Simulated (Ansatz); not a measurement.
ZnSe:
```
CELL_PARAMETERS angstrom
      4.89684     0.00000     0.00000
      0.00000     4.89684     0.00000
      0.00000     0.00000     4.15091
ATOMIC_POSITIONS crystal
  Zn 0.50000 0.00000 0.07812
  Zn 0.00000 0.50000 0.92188
  Se 0.00000 0.00000 0.00000
  Se 0.50000 0.50000 0.00000
```

Relaxed with LDA. Special points in fractions of this cell's reciprocal vectors: Γ (0.000, 0.000, 0.000); X (0.000, 0.500, 0.000); M (0.500, 0.500, 0.000); Z (0.000, 0.000, 0.500); R (0.000, 0.500, 0.500); A (0.500, 0.500, 0.500).

### Question
List the band energies nearest the Fermi level at these points for LDA in the plane-wave PAW code Ansatz.

### Answer
In eV from the Fermi level; about four levels below and three above (degenerate sets whole), none deeper than 8.9 eV; points with the same levels are listed once.

```tsv
k	below	above
Γ	-1.53 -1.53 -1.30 -0.08	0.01 4.04 6.37
X	-3.38 -3.38 -1.01 -1.01	3.09 3.09 4.77 4.77
M	-6.02 -6.02 -0.73 -0.73	0.51 0.51 3.78 3.78
Z	-1.40 -1.40 -1.23 -1.03	1.05 3.61 5.07
R	-3.19 -3.19 -2.60 -2.60	2.82 2.82 4.07 4.07
A	-5.69 -5.69 -2.10 -2.10	0.61 0.61 0.91 0.91
```

Space group P4/nmm. A made-up cell: these elements were put on the sites of a structure type; the Crystallography Open Database copy checked does not list it. It is not the phase usual at ambient conditions (space group No. 216). The LDA relaxation kept the symmetry of its start. At this level the phase is dynamically unstable (imaginary phonons). A crystal of weakly bound layers computed without a dispersion correction: the cell and the soft elastic constants depend strongly on that. Spin–orbit coupling is left out wherever it is not named.

Potentials: the later of the program's two PAW sets.
